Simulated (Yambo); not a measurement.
A G0W0@PBEsol run in Yambo for K2LiScF6 (space group Fm-3m, No. 225) (2×2×2 Γ-centred k mesh, bands 3 to 216 and a 7 Ry block in the screening, 216 bands in G with the Bruneval-Gonze terminator, plasmon pole fitted at 27.2 eV) gives these matrix elements, in eV, at the band edges (Γ → Γ):

```json
[
 {"state": "valence edge", "E0": "0.000", "<Vxc>": "-22.503", "<Σx>": "-30.261", "<Σc(E0)>": "4.909", "Z": "0.806"},
 {"state": "conduction edge", "E0": "6.810", "<Vxc>": "-18.400", "<Σx>": "-10.286", "<Σc(E0)>": "-4.497", "Z": "0.831"}
]
```

Problem. Solve the linearised quasiparticle equation for both states, give the gap, and say how exchange and correlation each act on it.

Solution. E = E0 + Z(Σx + Σc − Vxc). Valence: 0.000 + 0.806 × (-30.261 + (4.909) − (-22.503)) = -2.30 eV. Conduction: 6.810 + 0.831 × (-10.286 + (-4.497) − (-18.400)) = 9.82 eV. The gap is 12.11 eV, against 6.81 eV in PBEsol. Replacing Vxc by bare exchange alone would open it by 15.87 eV; correlation takes back 9.41 eV of that, and Z scales what is left. Nearest settings tried, and what they do to the gap: 142 bands in G: +4 meV; 142 bands in W, 142 bands in G: +85 meV; 6 Ry block (283 vectors against 331): +41 meV. Not varied: mesh. So the settings aren't converged at that level. The k mesh is coarse. 

Geometry of the Materials Project entry, not relaxed at this level; primitive cell a = b = c = 5.862 Å, α = β = γ = 60.00°.

The structure is a Materials Project entry; no match was found in the copy of COD used, and its stability was not checked.
